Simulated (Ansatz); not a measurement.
Polymorphs of Si2W, each relaxed with DFT-PBE in the program Ansatz with PAW potentials:

A: Fddd
a = 4.5909 Å, b = 7.9413 Å, c = 8.9799 Å, α = β = γ = 90.00°

```json
[
 {"atom": "Si", "site": "16f", "symmetry": ".2.", "x": "0.0000", "y": "0.3363", "z": "0.0000"},
 {"atom": "W", "site": "8a", "symmetry": "222", "x": "0.0000", "y": "0.0000", "z": "0.0000"}
]
```

B: MoSi2 or CaC2 type (I4/mmm)
a = 3.2293 Å, b = 3.2293 Å, c = 7.8680 Å, α = 90.00°, β = 90.00°, γ = 90.00°

| atom | site | symmetry | x | y | z |
|---|---|---|---|---|---|
| Si | 4e | 4mm | 0.0000 | 0.0000 | 0.3346 |
| W | 2a | 4/mmm | 0.0000 | 0.0000 | 0.0000 |

Q: Put the candidates in order of energy per atom at 0 K, lowest first, for PBE.

A: B (+0 meV/atom), A (+122 meV/atom)

Constructed cells (a structure type filled with these elements, in neither database checked): A. Not the usual ambient phase: A. All cells were relaxed under the symmetry of their starts (and spin orders); stability against distortions was not tested throughout. Rows with no word on spin ran without spin polarisation. Scalar-relativistic: spin–orbit coupling is off unless named, which matters more the heavier the elements.

Energies hold the estimated change up to a 700 eV cutoff; steps of a few meV lie near the error of the meshes.

Potentials: the earlier of the program's two PAW sets.
